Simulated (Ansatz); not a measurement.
## Moment against volume in YCo (Cmcm)

```
CELL_PARAMETERS angstrom
2.06749 -5.21517 0.00000
2.06749 5.21517 0.00000
0.00000 0.00000 3.84651
ATOMIC_POSITIONS crystal
Y 0.14278 0.85722 0.75000
Y 0.85722 0.14278 0.25000
Co 0.44679 0.55321 0.75000
Co 0.55321 0.44679 0.25000
```

The reference geometry is a structure from the Materials Project; nothing is relaxed.

Common settings: PBEsol, 9×9×9 k mesh, Fermi–Dirac smearing of 0.03 eV. PAW means Ansatz 0.2.0 on its default frozen-core files; LAPW is all-electron LAPW in Ansatz 0.2.0. Site moments are integrated in spheres about the atoms, whose radii differ between the methods. Start moments of the first PAW run (μB): Y1 -0.6, Y2 -0.6, Co3 2, Co4 2.

The cell shown is scaled evenly to other volumes, and every spin-polarised run starts from the same moments.

The search for lower states is left at its default.

```tsv
V/V₀	Å³/atom	M PAW (μB/cell)	M LAPW (μB/cell)	largest site moment, PAW (μB)	P PAW (GPa)	P LAPW (GPa)	F − F(unpolarised), PAW (meV/atom)
0.72	14.93	0.00	–	0.00	45.4	–	0
0.8	16.59	0.00	0.00	0.00	22.6	22.5	0
0.85	17.63	0.00	–	0.00	12.7	–	0
0.9	18.66	0.00	0.00	0.00	5.1	5.0	0
0.95	19.70	0.36	–	0.31	-0.6	–	0
1	20.74	0.65	0.68	0.57	-4.8	-4.8	?
1.05	21.77	0.89	0.90	0.76	-8.0	-8.0	-6
1.1	22.81	?	–	0.91	-10.4	–	-12
1.18	24.47	?	–	1.13	-13.1	–	-24
```

**Question.** Give the missing entry: row "1.1", column "M PAW (μB/cell)".

**Answer.** 1.09.

**Question.** Give the missing entry: row "1", column "F − F(unpolarised), PAW (meV/atom)".

**Answer.** -2.

**Question.** Give the missing entry: row "1.18", column "M PAW (μB/cell)".

**Answer.** 1.39.

The moments are gone at V/V₀ = 0.9 (5 GPa) and below, and present from 0.95 (-1 GPa) upwards, where the largest is 0.31 μB at first. Between V/V₀ = 1.0 and 0.95 the largest moment drops from 0.57 to 0.31 μB.

The PAW files were made with PBE; the program remakes their cores once for the run's functional and then keeps them frozen. Under strong compression frozen cores are worth checking against an all-electron run. These are results for the start and cell typed. The real compound can order otherwise, in a larger cell, or not at all, since semilocal functionals without spin fluctuations often overstate magnetism; near a collapse of the moment, mesh and smearing move it by tens of per cent.
